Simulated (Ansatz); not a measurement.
Given:

TiO₂:
```yaml
crystal:
  lattice:
    - [4.64324, 0.00000, 0.00000]
    - [0.00000, 4.64324, 0.00000]
    - [0.00000, 0.00000, 2.96392]
  atoms:
    - { symbol: Ti, position: [0.00000, 0.00000, 0.00000] }
    - { symbol: Ti, position: [0.50000, 0.50000, 0.50000] }
    - { symbol: O, position: [0.30513, 0.30513, 0.00000] }
    - { symbol: O, position: [0.19487, 0.80513, 0.50000] }
    - { symbol: O, position: [0.69487, 0.69487, 0.00000] }
    - { symbol: O, position: [0.80513, 0.19487, 0.50000] }
```

This is the PBE-relaxed structure. Tensor components refer to the Cartesian frame of this cell.

Problem. All from the program Ansatz at the PBE level (PAW), unless another level is named. Give the highest zone-centre frequency (without LO–TO term).

Solution. 771 cm⁻¹.

Problem. And the bulk modulus (Birch–Murnaghan fit)?

Solution. 199 GPa.

Problem. What about the elastic constants (relaxed ions, GPa)?

Solution. C11 = 258, C12 = 169, C13 = 148, C33 = 473, C44 = 115, C66 = 212.

Space group P4_2/mnm (rutile). Symmetry was held in the PBE relaxation. At this level the phase is dynamically unstable (imaginary phonons). The run is not spin-polarised.

Potentials: the later of the program's two PAW sets.
